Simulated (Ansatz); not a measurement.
¹⁷O NMR of the central transition in CsCdPO4

Cell: a diffraction structure from the COD, ions relaxed with PBE at fixed cell.

Space group P2_1 (No. 4); a = 9.0589, b = 5.6406, c = 9.4634 Å, β = 90.24°.

```csv
site,Wyckoff,site symmetry,x,y,z
Cs1,2a,1,0.1762,0.8857,0.0165
Cs3,2a,1,0.3265,0.9273,0.5167
Cd5,2a,1,0.0751,0.4392,0.3413
Cd7,2a,1,0.5967,0.8763,0.1629
P9,2a,1,0.6016,0.8758,0.8109
P11,2a,1,0.9162,0.9048,0.3067
O13,2a,1,0.9360,0.6853,0.2088
O15,2a,1,0.4176,0.1081,0.2265
O17,2a,1,0.6891,0.9027,0.9521
O19,2a,1,0.4466,0.9935,0.8215
O21,2a,1,0.9835,0.1257,0.2340
O23,2a,1,0.0014,0.8425,0.4464
O25,2a,1,0.7494,0.9451,0.3396
O27,2a,1,0.6897,0.9978,0.6898
```

One atom of each set is listed.

The numbers come from a DFT calculation in Ansatz (r2SCAN, plane waves and PAW, scalar-relativistic, 500 eV cutoff, Γ-centred 3×4×3 k-points, Fermi–Dirac smearing 0.02 eV).

¹⁷O has I = 5/2 and Q = -25.58 mb (Pyykkö 2018); at 18.8 T its Larmor frequency is ν₀ = 108.6 MHz. Only the quadrupole interaction is simulated: positions count from each site's isotropic chemical shift, and J coupling is left out, as are shift anisotropy and dipolar coupling, which fast spinning averages.

Question: Give C_Q, η, the quadrupolar product P_Q = |C_Q|(1 + η²/3)^½, the second-order isotropic shift and the breadth of the pattern (fast magic-angle spinning) for each O site.

Answer: 

```
site                                                                          first shell  C_Q (MHz)     η  P_Q (MHz)  δ_QIS (ppm)  breadth (kHz)
 O13  1 P at 1.56 Å, 1 Cd at 2.25 Å, angle 103°; also 2 Cs at 2.90–3.06 Å, 1 Cd at 3.28 Å      -5.01  0.51       5.22        -13.9           3.50
 O15                  1 P at 1.56 Å, 1 Cd at 2.17 Å, angle 127°; also 2 Cs at 3.05–3.20 Å      -5.95  0.42       6.12        -19.1           4.79
 O17                  1 P at 1.56 Å, 1 Cd at 2.17 Å, angle 126°; also 2 Cs at 3.00–3.17 Å      -5.87  0.48       6.09        -18.9           4.75
 O19                  1 P at 1.56 Å, 1 Cd at 2.20 Å, angle 126°; also 2 Cs at 3.10–3.13 Å      -5.63  0.45       5.82        -17.2           4.34
 O21                  1 P at 1.55 Å, 1 Cd at 2.20 Å, angle 126°; also 2 Cs at 3.02–3.14 Å      -5.73  0.39       5.88        -17.6           4.42
 O23       1 P at 1.57 Å, 1 Cd at 2.20 Å, angle 124°; also 1 Cd at 2.57 Å, 1 Cs at 3.05 Å      -5.34  0.62       5.68        -16.4           4.12
 O25                  1 P at 1.56 Å, 1 Cd at 2.20 Å, angle 115°; also 2 Cs at 3.12–3.30 Å      -5.40  0.62       5.74        -16.8           4.21
 O27                       1 P at 1.56 Å, 1 Cd at 2.18 Å, angle 122°; also 1 Cs at 3.12 Å      -5.64  0.51       5.88        -17.6           4.43
```

δ_QIS = −(ν_Q²/30ν₀²)[I(I+1) − 3/4](1 + η²/3) × 10⁶ ppm with ν_Q = 3|C_Q|/[2I(2I−1)]; it falls as 1/B₀² in ppm, and the breadth as 1/B₀ in kHz.

At O21 and O23 V_zz points along the shorter of its two bonds, to P (within 11°) in each case.

The largest force is 0.6 eV/Å, so the atoms aren't at the calculated equilibrium and relaxing them would move these values. Without spin–orbit coupling (the program notes it for Cd) the gradients are little affected as a rule: paired runs on crystals with a gap mostly move them by under 2 % at such atoms.
